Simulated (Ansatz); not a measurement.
Starting cell, ZnS (wurtzite):

```
CELL_PARAMETERS angstrom
      3.78216     0.00000     0.00000
     -1.89108     3.27544     0.00000
      0.00000     0.00000     6.20766
ATOMIC_POSITIONS crystal
  Zn 0.66667 0.33333 0.99968
  Zn 0.33333 0.66667 0.49968
  S  0.66667 0.33333 0.62552
  S  0.33333 0.66667 0.12552
```

In this cell atom 4 (S, nearest neighbour Zn at 2.319 Å; its periodic images, 3.8 Å or more away, move with it) is moved by u·(1.000, 0.000, 0.000) + v·(0.000, 0.000, 1.000); the rest is frozen.

All values below come from PBEsol (plane waves to 420 eV, PAW, scalar-relativistic; Ansatz, an electronic-structure program). k mesh 8×8×5 (Γ-centred), Fermi-Dirac smearing 0.05 eV. The energy includes the smearing's −TS. Fu and Fv are the components of the force on the atom. ZnS was relaxed with its symmetry unable to fall. The zero of ΔE is the undisplaced structure. Axes are in Å.

ΔE (meV/cell), with u across and v down:

```tsv
v \ u	-0.350	-0.233	-0.117	0.000	0.117	0.233	0.350
-0.350	1191	744	496	417	496	744	1191
-0.233	880	492	276	207	276	492	880
-0.117	623	298	116	58	116	298	623
0.000	454	193	47	0	47	193	454
0.117	415	218	109	74	109	218	415
0.233	557	428	358	336	358	428	557
0.350	956	903	879	872	879	903	956
```

Fv (eV/Å), with u across and v down:

```
v \ u   -0.350  -0.233  -0.117  0.000  0.117  0.233  0.350
------  ------  ------  ------  -----  -----  -----  -----
-0.350    2.80    2.33    2.07   1.99   2.07   2.33   2.80
-0.233    2.48    1.96    1.67   1.58   1.67   1.96   2.48
-0.117    1.88    1.33    1.03   0.94   1.03   1.33   1.88
0.000     0.96    0.41    0.10   0.00   0.10   0.41   0.96
0.117    -0.36   -0.92   -1.24  -1.34  -1.24  -0.92  -0.36
0.233    -2.19   -2.80   -3.15  -3.27  -3.15  -2.80  -2.19
0.350    -4.79   -5.51   -5.95  -6.10  -5.95  -5.51  -4.79
```

Summary:

Principal force constants in the plane (five-point differences of the forces): 6.8 and 9.6 eV/Å². Softest direction at the centre: along u. Centre of the map: a minimum. Lowest place on the grid: u = 0.000 Å, v = 0.000 Å (0 meV/cell). Highest place on the grid, met at several equal points: u = -0.350 Å, v = -0.350 Å; u = 0.350 Å, v = -0.350 Å (1191 meV/cell).

(For displaced atoms, the force is minus the slope of the energy, and its curvature is a force constant, which sets phonon frequencies.)
